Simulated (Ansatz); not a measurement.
Given:

Relaxed TaN (rock salt):

```xyz
4
Lattice="0.0000 4.3963 4.3963 2.1982 2.1982 4.3963 2.1982 2.1982 0.0000" Properties=species:S:1:pos:R:3 pbc="T T T"
N      0.0000     0.0000     0.0000
N      2.1982     4.3963     2.1982
Ta     2.1982     2.1982     2.1982
Ta     2.1982     4.3963     4.3963
```

The atoms are displaced by Q × the pattern below (from a DFPT mode at X = (0.5, 0.5, 0.0), largest move 1; Q in Å), at fixed cell. It is one choice among 2 degenerate patterns. (q is in reciprocal vectors of the primitive cell; the cell shown is doubled to hold the pattern.)

```csv
atom,x,y,z
N1,0.000,-1.000,0.000
N2,0.000,1.000,0.000
Ta3,0.000,0.848,0.000
Ta4,0.000,-0.848,0.000
```

All values below come from r2SCAN (plane waves to 500 eV, PAW, scalar-relativistic; Ansatz, a first-principles code). k mesh 18×18×18 (Γ-centred), Fermi-Dirac smearing 0.05 eV. The energy includes the smearing's −TS. With partly filled bands, energies and forces of such displacements shift with the k mesh and the smearing. Spin-orbit coupling is left out, though Ta is heavy. TaN is run without spin polarisation. TaN was relaxed with its symmetry unable to fall. This is a high-temperature form of TaN. ΔE is measured from the undisplaced structure.

The scan covers Q from -0.275 to 0.275 Å in 13 points.

Problem. Which space group does the distorted structure have?

Solution. Cmcm (No. 63), lowered from Fm-3m.

Problem. Is this a single well or a double well?

Solution. A double well: the undisplaced structure is a maximum between two minima.

Problem. What is the energy change at Q = 0.275 Å?

Solution. 152 meV/cell.

Problem. By a smooth curve through the points, how far does the most displaced atom move to reach the deepest minimum?

Solution. 0.15 Å from zero.

Problem. By a smooth curve, how deep is the well, measured from the undisplaced structure?

Solution. 87 meV/cell, cell held fixed.

(A displaced cell: forces are minus the slopes of the energy, force constants its curvatures, and phonons follow from these.)
